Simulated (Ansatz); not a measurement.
**Nb2SiO: rattling a relaxed structure**

The structure comes from a generated guess, relaxed at this level; another structure or a mixture of phases may lie lower.

The calculation used Ansatz 0.2.0, DFT PBE, scalar-relativistic, plane waves, PAW. Plane waves to 420 eV, a k mesh through Γ of 8×8×10 on the computed 4-atom cell and Gaussian smearing (0.10 eV); no spin polarisation.

The cell below (4 atoms, space group P4/mmm (No. 123)) is relaxed within its symmetry.

```xyz
4
Lattice="4.2309 0.0000 0.0000 0.0000 4.2309 0.0000 0.0000 0.0000 3.3180" Properties=species:S:1:pos:R:3 pbc="T T T"
Nb    0.0000    2.1154    1.6590
Nb    2.1154    0.0000    1.6590
Si    2.1154    2.1154    0.0000
O     0.0000    0.0000    1.6590
```

For the test a repeat of it with 8 atoms (edges 4.23, 4.23, 6.64 Å) was strained at random (σ = 1.5 % a component), the atoms were moved at random (σ = 0.15 Å), and all was relaxed again on a coarse 6×6×4 mesh (in the run’s order of axes) with 0.20 eV smearing, with no symmetry imposed.

**Question.** What happens?

**Answer.** It returns, within 1 meV/atom of the unmoved cell on that mesh and with the same symmetry when read at 0.1 Å. So it is stable against the distortions that fit this cell and that this random move excites. Modes that don't fit the cell aren't tested.
